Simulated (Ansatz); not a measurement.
Here is the system:

LaGeO:
```
LaGeO
1.0
    3.56614     0.00000     0.00000
    0.00000     3.56614     0.00000
    0.00000     0.00000     8.53335
La Ge O
2 2 2
Direct
  0.00000   0.50000   0.66949
  0.50000   0.00000   0.33051
  0.00000   0.00000   0.00000
  0.50000   0.50000   0.00000
  0.50000   0.00000   0.60938
  0.00000   0.50000   0.39062
```

This is the PBEsol-relaxed structure.

Task: All from PBEsol (plane waves, PAW; program Ansatz), unless another level is named. Estimate the electronic character.

Result: metallic (no gap).

Task: Give the formation energy from the elements (no fitted shifts).

Result: -2.03 eV/atom.

Task: And the density of states at the Fermi level?

Result: 0.34 states/eV per atom (mean over ±0.08 eV).

Task: Give the gap with spin–orbit coupling.

Result: none (metallic).

Space group P4/nmm. The start of the workflow was typed in or built on a structure type; neither database checked (COD, Materials Project) lists it. Whether it is the stable phase at ambient conditions was not checked. The PBEsol relaxation kept the symmetry of its start; phonons show weakly imaginary modes. The references are the lowest solids computed at this level, not always the standard phases (solids in place of the gases). Spin–orbit coupling is left out wherever it is not named.

Potentials: the earlier of the program's two PAW sets. The files were generated under PBE; for other functionals the program regenerates the frozen cores, and for LDA and PBEsol the local potential too.
